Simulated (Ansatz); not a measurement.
Geometry optimisation in Ansatz: input, command and trajectory.

```yaml
crystal:
  lattice:
    - [3.5354781962, 0.0, 0.0]
    - [-1.7677390981, 3.0618139324, 0.0]
    - [0.0, 0.0, 4.7190726583]
  atoms:
    - { symbol: Pt, position: [0.0, 0.0, 0.0] }
    - { symbol: S, position: [0.3333333333, 0.6666666667, 0.2510159186] }
    - { symbol: S, position: [0.6666666667, 0.3333333333, 0.7489840814] }
basis:
  ecutwfc: 420
kpoints:
  mp_grid: { grid: [12, 12, 8] }
hamiltonian:
  xc: pbesol
scf:
  occupations: { method: gaussian, width: 0.02 }
output:
  forces: true
  stress: true
  eigenvalues: true
relax:
  adjacent_minimum: "off"
  f_tol: 0.01
  max_steps: 30
  cell: { stress_tol: 0.1, fix: [volume] }
```

```bash
ansatz run input.yaml --threads 1 --pin off --max-ram 2560MiB --backend cpu --events-out ev --progress --plain --runs-dir out
```

Computed with DFT PBEsol, scalar-relativistic, plane waves, PAW (Ansatz).

The volume is held at 0.97 times that of the relaxed cell.

Of 4 frames 3 are shown, positions in Å and forces in eV/Å; the SCF threshold varies from step to step. Steps run on the plane waves of an earlier cell, with a Pulay correction in the pressure. The basis is chosen afresh for the last frame, the zero of the energies, and at times for earlier ones too; energy and pressure step there, also at an unchanged geometry.

```xyz
3
Lattice="3.5355 0.0000 0.0000 -1.7677 3.0618 0.0000 0.0000 0.0000 4.7191" Properties=species:S:1:pos:R:3:forces:R:3 pbc="T T T" step=1 free_energy_over_end_meV_per_atom=6.73 pressure_GPa=4.97
Pt    0.0000    0.0000    0.0000    0.0000    0.0000    0.0000
S     0.0000    2.0412    1.1846    0.0000    0.0000    0.4002
S     1.7677    1.0206    3.5345    0.0000    0.0000   -0.4002
3
Lattice="3.5624 0.0000 0.0000 -1.7812 3.0851 0.0000 0.0000 0.0000 4.6481" Properties=species:S:1:pos:R:3:forces:R:3 pbc="T T T" step=2 free_energy_over_end_meV_per_atom=0.20 pressure_GPa=1.22
Pt    0.0000    0.0000    0.0000    0.0000    0.0000    0.0000
S     0.0000    2.0567    1.1997    0.0000    0.0000   -0.0055
S     1.7812    1.0284    3.4484    0.0000    0.0000    0.0055
3
Lattice="3.5730 0.0000 0.0000 -1.7865 3.0943 0.0000 0.0000 0.0000 4.6204" Properties=species:S:1:pos:R:3:forces:R:3 pbc="T T T" step=4 free_energy_over_end_meV_per_atom=0.00 pressure_GPa=0.81
Pt    0.0000    0.0000    0.0000    0.0000    0.0000    0.0000
S     0.0000    2.0629    1.1927    0.0000    0.0000    0.0088
S     1.7865    1.0314    3.4277    0.0000    0.0000   -0.0088
```

It took 26 s on 1 thread of Intel(R) Xeon(R) Platinum 8488C (Sapphire Rapids), with other jobs on the host, peak memory 0.45 GiB.

Spin–orbit coupling is left out, which can shift energies with elements as heavy as these. The cell holds layers, and where no dispersion correction was added their binding is poorly described. The smearing is narrow for a metal on this mesh.